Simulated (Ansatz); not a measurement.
Al3V:
```yaml
crystal:
  lattice:
    - [-1.86917, 1.86917, 4.12309]
    - [1.86917, -1.86917, 4.12309]
    - [1.86917, 1.86917, -4.12309]
  atoms:
    - { symbol: Al, position: [0.50000, 0.50000, 0.00000] }
    - { symbol: Al, position: [0.75000, 0.25000, 0.50000] }
    - { symbol: Al, position: [0.25000, 0.75000, 0.50000] }
    - { symbol: V, position: [0.00000, 0.00000, 0.00000] }
```

Relaxed with PBEsol. Special points in fractions of this cell's reciprocal vectors: Γ (0.000, 0.000, 0.000); X (0.000, 0.000, 0.500); P (0.250, 0.250, 0.250); N (0.000, 0.500, 0.000); M (0.500, 0.500, -0.500); S (0.301, 0.699, -0.301); S0 (-0.301, 0.301, 0.301); R (-0.103, 0.103, 0.500); G (0.500, 0.500, -0.103).

**Question.** List the band energies nearest the Fermi level at these points for PBEsol (plane waves, PAW; program Ansatz).

**Answer.** In eV from the Fermi level; about four levels below and three above (degenerate sets whole), none deeper than 8.9 eV; points with the same levels are listed once.

```tsv
k	below	above
Γ	-2.06 -1.74 -1.74 -0.01	1.41 1.41 1.84
X	-4.27 -3.26 -2.65 -1.49	0.92 0.95 2.06
P	-4.83 -2.30 -2.30 -1.50	0.44 0.92 0.95
N	-3.25 -1.65 -0.84 -0.21	0.87 1.83 1.97
M	-1.33 -1.33 -0.82 -0.05 -0.05	0.10 2.48 4.40
S	-1.64 -1.31 -1.05 -0.15	0.74 1.62 2.60
R	-4.24 -2.58 -1.81 -1.37	0.80 1.08 1.79
```

Space group I4/mmm. The first step of the workflow began from a Materials Project structure, measured or hypothetical; the Crystallography Open Database copy checked does not list it. Whether it is the stable phase at ambient conditions was not checked. The cell was relaxed with PBEsol under the symmetry of its start; its stability against distortions is not shown here. No spin polarisation was allowed.

Potentials: the later of the program's two PAW sets.
